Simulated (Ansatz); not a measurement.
**Is this ZnInP structure a true minimum?**

The cell was found from a structure generator's guess, not taken from experiment.

These are results of DFT PBE, scalar-relativistic, plane waves, PAW (Ansatz), not measurements. Cutoff 420 eV; k points 12×12×10 on the computed 3-atom cell (Γ-centred); Gaussian smearing, width 0.10 eV; no spin polarisation.

The cell below (3 atoms, space group P-6m2 (No. 187)) is relaxed within its symmetry.

```
Zn In P
1.0
     4.03765    0.00000    0.00000
    -2.01882    3.49670    0.00000
     0.00000    0.00000    4.85973
Zn In P
1 1 1
Direct
  0.66667 0.33333 0.50000
  0.00000 0.00000 0.00000
  0.33333 0.66667 0.50000
```

For the test a repeat of it with 6 atoms (edges 4.04, 4.86, 6.99 Å) was strained at random (σ = 1.5 % a component), the atoms were moved at random (σ = 0.05 Å), and all was relaxed again on a coarse 6×4×4 mesh (in the run’s order of axes) with 0.20 eV smearing, with no symmetry imposed.

Question: Does it come back?

Answer: It returns, within 1 meV/atom of the unmoved cell on that mesh and with the same symmetry when read at 0.1 Å (Pmc2_1 at 0.01 Å, so small strains and shifts remain). No instability shows in this cell; modes of other wave vectors, which need another repeat, aren't tested.
